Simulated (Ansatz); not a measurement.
SnAs2H4N2 in Ansatz, relaxation

The input file (Ansatz 0.2.0, plane waves):

```yaml
crystal:
  lattice:
    - [0.0, 3.456943, 0.0]
    - [5.68921, -1.728472, 0.0]
    - [1.452654, 0.0, -5.163505]
  atoms:
    - { symbol: Sn, position: [0.0, 0.0, 0.0] }
    - { symbol: As, position: [0.8812, 0.7624, 0.7537] }
    - { symbol: As, position: [0.1188, 0.2376, 0.2463] }
    - { symbol: "N", position: [0.6067, 0.2134, 0.7706] }
    - { symbol: "N", position: [0.3933, 0.7866, 0.2294] }
    - { symbol: H, position: [0.61, 0.22, 0.566] }
    - { symbol: H, position: [0.39, 0.78, 0.434] }
    - { symbol: H, position: [0.701, 0.402, 0.7762] }
    - { symbol: H, position: [0.299, 0.598, 0.2238] }
  symmetry: { tolerance: 0.0003 }
kpoints:
  mp_grid: { grid: [6, 6, 4], shift: [0, 0, 0] }
magnetization:
  spin_polarized: false
scf:
  occupations: { method: fermi_dirac }
  lower_state_search: "off"
hamiltonian:
  pseudopotentials: { kind: paw }
  xc: pbe
basis:
  ecutwfc: 420
  fft_grid_basis: typed
relax:
  max_steps: 60
  cell: { p_target: 0.0 }
  f_tol: 0.03
output:
  forces: true
  stress: true
  eigenvalues: true
  populations: true
  elf: true
  write_potential: true
  volumetric_format: npy
  dos:
    e_range: [-12, 8]
    de: 0.05
    projected: { site_lists: { As: [As], H: [H], "N": ["N"], Sn: [Sn] } }
  bader: false
checkpoint:
  read: saved_state
```

Run with:

```bash
ansatz run input.yaml --threads 2 --pin off --max-ram 3584MiB --backend cpu --events-out ev --progress --plain --runs-dir out
```

Origin of the cell: a known structure type with other elements, at an estimated volume, so it need not be a known compound.

The smearing width isn't typed, so it takes its default of 0.1 eV.

The saved state is a converged single point of the same cell.

Steps («new basis» is an SCF on plane waves selected anew at the same cell):

| step | ΔF (meV/atom) | max force component (eV/Å) | P (GPa) | volume (Å³) | SCF iterations | step was |
| --- | --- | --- | --- | --- | --- | --- |
| 1 | 0.0 | 6.716 | 24.96 | 101.55 | 5 | accepted |
| 2 | -388.5 | 1.956 | 7.60 | 106.77 | 6 | accepted |
| 3 | -520.6 | 1.472 | 4.29 | 110.67 | 6 | accepted |
| 4 | -627.2 | 0.800 | 3.98 | 112.82 | 7 | accepted |
| 5 | -671.9 | 0.494 | 2.90 | 116.33 | 7 | accepted |
| 6 | -684.5 | 0.195 | 0.70 | 119.71 | 7 | accepted |
| 7 | -689.5 | 0.417 | -1.14 | 121.88 | 7 | accepted |
| 8 | -691.7 | 0.164 | -0.48 | 121.42 | 6 | accepted |
| 9 | -692.2 | 0.068 | -0.09 | 121.55 | 5 | accepted |
| 10 | -692.4 | 0.040 | 0.09 | 121.18 | 5 | accepted |
| 11 | -692.4 | 0.014 | 0.04 | 121.33 | 5 | accepted |
| 12 | -692.4 | 0.019 | -0.02 | 121.74 | 6 | accepted |
| 13 | -692.4 | 0.016 | 0.00 | 121.73 | 5 | accepted |
| 14 | -692.4 | 0.008 | 0.01 | 121.81 | 6 | accepted |
| 15 | -714.1 | 0.031 | 1.56 | 121.81 | 8 | new basis |
| 16 | -720.6 | 0.151 | 0.66 | 124.83 | 6 | accepted |
| 17 | -723.1 | 0.098 | 0.10 | 126.39 | 6 | accepted |
| 18 | -722.5 | 0.317 | -0.22 | 125.40 | 6 | rejected |
| 19 | -724.0 | 0.146 | -0.19 | 125.63 | 9 | accepted |
| 20 | -724.4 | 0.050 | -0.11 | 124.48 | 5 | accepted |
| 21 | -724.6 | 0.041 | -0.04 | 124.41 | 5 | accepted |
| 22 | -724.6 | 0.017 | -0.02 | 124.14 | 4 | accepted |
| 23 | -724.7 | 0.006 | 0.01 | 123.76 | 8 | accepted |
| 24 | -727.0 | 0.006 | 0.14 | 123.76 | 7 | new basis |
| 25 | -727.6 | 0.017 | 0.06 | 123.39 | 5 | accepted |
| 26 | -727.7 | 0.014 | 0.01 | 123.26 | 6 | accepted |
| 27 | -727.8 | 0.011 | 0.02 | 122.84 | 8 | accepted |
| 28 | -727.7 | 0.011 | 0.02 | 122.84 | 6 | new basis |
| 29 | -727.7 | 0.023 | -0.02 | 122.67 | 6 | accepted |
| 30 | -727.8 | 0.004 | 0.01 | 122.65 | 5 | accepted |
| 31 | -727.7 | 0.004 | 0.01 | 122.65 | 5 | new basis |

The starting structure.

Space group C2/m (No. 12); the run's cell has a = 3.457 Å, b = 5.946 Å, c = 5.364 Å, α = 74.98°, β = 90.00°, γ = 106.90°. Shortest distances: H–N 1.08 Å, H–H 1.73 Å, As–H 2.02 Å, As–Sn 2.13 Å, N–Sn 2.27 Å, H–Sn 2.86 Å.

The relaxed structure.

Space group C2/m (No. 12); the run's cell has a = 3.205 Å, b = 7.141 Å, c = 6.425 Å, α = 59.75°, β = 90.00°, γ = 102.97°. Shortest distances: H–N 1.03 Å, H–H 1.68 Å, N–Sn 2.21 Å, As–As 2.51 Å, As–Sn 2.75 Å, H–Sn 2.77 Å.

```xyz
9
Lattice="0.0000 3.2048 0.0000 6.9001 -1.6024 -0.9019 2.5804 0.0000 -5.8836" Properties=species:S:1:pos:R:3 pbc="T T T"
Sn    0.0000    0.0000    0.0000
As    7.4895    1.6024   -4.8858
As    1.9910    0.0000   -1.8997
N     3.6718    1.6024   -4.8169
N     5.8087    0.0000   -1.9686
H     3.4791    1.6024   -3.8081
H     6.0014    0.0000   -2.9773
H     4.6891    1.6024   -4.9667
H     4.7914    0.0000   -1.8188
```

| Quantity | Value |
| --- | --- |
| Free energy lowered by | 727.7 meV/atom |
| Volume change | 20.78 % |
| Final pressure | 0.01 GPa |
| Relaxation steps listed | 31 |
| Formation energy (elements under the same functional, gases as molecules, uncorrected) | -0.053 eV/atom |
| Gap on the mesh | none (metal) |

Caveats: no dispersion correction, so spacings can come out too large where layers or molecules are weakly bound; no spin, though holes on the anions or broken bonds may carry moments; the given cell is far from equilibrium, with atoms too close or a volume far off; the k mesh is coarse if the cell is a metal; the relaxation held the start's symmetry, so the end may be a saddle point.

It ran for 3.7 min on 2 threads of Arm Neoverse V2 (shared host), peak memory 0.53 GiB, from a saved density.
